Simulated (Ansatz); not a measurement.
Computed with DFT PBE, scalar-relativistic, plane waves, PAW in Ansatz. All cells share a 420 eV cutoff and Γ-centred k meshes spaced at most about 0.3 Å⁻¹ (about 0.25 or finer for metals, 2π included). No spin polarisation in the final relaxations.

These are static total energies at zero pressure. All come from trial cells, and lower structures may exist.

Task: Order these relaxed structures of B₄Ru by energy, lowest first, with the energy over the lowest of them.
1. Space group C2/m (No. 12), monoclinic, a = 7.105 Å, b = 2.880 Å, c = 3.984 Å, β = 90.3°. B on its first site has 1 B at 1.65 Å, 2 B at 1.88 Å, 2 B at 2.02 Å, 1 B at 2.15 Å and 2 Ru at 2.21–2.32 Å; B on its second site is surrounded by 1 B at 1.65 Å, 2 B at 1.88 Å, 3 Ru at 2.19–2.23 Å and 2 B at 2.20 Å; around Ru lie 10 B at 2.19–2.32 Å.
2. Space group P6/mmm (No. 191), hexagonal, a = 3.534 Å, c = 4.098 Å. B on a site of symmetry mmm is surrounded by 6 B at 1.77 Å; B on a site of symmetry 6/mmm is surrounded by 6 B at 1.77 Å and 2 Ru at 2.05 Å; Ru is surrounded by 2 B at 2.05 Å and 12 B at 2.71 Å.
3. Space group Im-3m (No. 229), cubic, a = 4.725 Å. B has 2 Ru at 2.05 Å and 6 B at 2.36 Å; Ru has 8 B at 2.05 Å.

Result: 1 (0 meV/atom), 2 (909 meV/atom), 3 (993 meV/atom). Forms: 1 C2/m; 2 P6/mmm; 3 Im-3m. Counting B atoms around Ru (those within 1.25 times the shortest such distance or 1.15 times the sum of covalent radii, 1.27 where that leaves under three; a plus sign parts nearer from farther groups): cell 1 has Ru 10; cell 2 has Ru 2+12; cell 3 has Ru 8. Cell 1 holds B–B chains (shortest 1.65 Å); cell 2 holds B–B nets (shortest 1.77 Å) (bonds between like non-metal atoms; other contacts aren't counted).

Cells relaxed within their symmetry can be saddle points. Some types were kept out of the candidates beforehand, so the set may lack a known form.
